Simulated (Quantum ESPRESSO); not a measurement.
# Where does S sit best among Se sites?

The results below are calculated, not measured. They come from pw.x of Quantum ESPRESSO 7.5, a plane-wave density functional program, with PseudoDojo standard norm-conserving files (v0.5 for PBE, v0.4.1 for LDA and PBEsol). The cells are made up: elements, strain and atom displacements were drawn at random, and nothing was relaxed. There is no spin polarisation, spin-orbit coupling or dispersion term.

The cell has 8 sites of a zincblende or diamond lattice. Sites 1 to 4 hold Mg Mg Mg Se; sites 5 to 8 hold X X X X. Cell vectors in Å: (5.953, -0.070, 0.046); (-0.070, 5.967, 0.021); (0.046, 0.021, 6.088). Settings: PBE, cutoff 1170 eV, 6 x 6 x 6 k mesh shifted by half a step, Fermi-Dirac smearing of 0.1 eV.

In each run one of the sites marked X holds S and the others hold Se; cell and positions stay the same. E is the free energy of the cell.

```
site of the guest,first shell,mean distance (Å),E above the lowest (eV),P (GPa),force on the guest (eV/Å)
5,Mg3Se,2.620,0.212,1.87,1.088
6,Mg3Se,2.575,0.000,1.71,1.021
7,Mg3Se,2.608,0.152,1.88,1.232
8,Mg3Se,2.624,0.174,1.87,1.448
```

A rerun of one of these cells at 1467 eV and k mesh 8 x 8 x 8 moved values by no more than 0.004 eV in the cell's energy, 0.02 GPa in stress and 0.005 eV/Å in force.

## Reading the table

Site 6 is lowest, by 0.152 eV, over three times the rerun's bound. A straight line of energy against the mean distance has a slope of 4.0 ± 0.8 eV/Å, so the guest costs less on the tighter sites. The positions are random and not relaxed, so the differences hold for this frozen cell and are not site preferences of a real crystal.